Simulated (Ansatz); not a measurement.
Relaxed SrTiO3 (cubic perovskite):

```xyz
5
Lattice="3.9365 0.0000 0.0000 0.0000 3.9365 0.0000 0.0000 0.0000 3.9365" Properties=species:S:1:pos:R:3 pbc="T T T"
Sr     0.0000     0.0000     0.0000
Ti     1.9682     1.9682     1.9682
O      0.0000     1.9682     1.9682
O      1.9682     1.9682     0.0000
O      1.9682     0.0000     1.9682
```

Scan: atom 2 (Ti, nearest neighbour O at 1.968 Å; its periodic images, 3.9 Å or more away, move with it) is displaced along Cartesian [111], direction (0.577, 0.577, 0.577) in Cartesian axes, by s. The other atoms stay.

These are PBE (plane waves to 420 eV, PAW, scalar-relativistic; Ansatz, a quantum-chemistry and plane-wave program) values and carry that method's errors. k mesh 7×7×7 (Γ-centred), Fermi-Dirac smearing 0.05 eV. The energy includes the smearing's −TS. Stress and pressure are positive under compression. SrTiO3 is run without spin polarisation. SrTiO3 was relaxed with its symmetry unable to fall. The PAW data are Ansatz's earlier set. The zero of ΔE is the undisplaced structure.

```csv
s (Å),P (GPa),ΔE (eV/cell)
-0.590,20.4,1.732
-0.472,13.5,…
-0.354,7.7,…
-0.236,…,…
-0.118,0.8,0.009
0.000,0.0,0.000
0.118,0.8,0.009
0.236,…,…
0.354,7.7,…
0.472,13.5,…
0.590,20.4,1.732
```

Q: Complete the blanks.

A: 
- -0.472, ΔE (eV/cell): 0.891
- -0.354, ΔE (eV/cell): 0.357
- -0.236, P (GPa): 3.4
- -0.236, ΔE (eV/cell): 0.092
- 0.236, P (GPa): 3.4
- 0.236, ΔE (eV/cell): 0.092
- 0.354, ΔE (eV/cell): 0.357
- 0.472, ΔE (eV/cell): 0.891

(A displaced cell: forces are minus the slopes of the energy, force constants its curvatures, and phonons follow from these.)
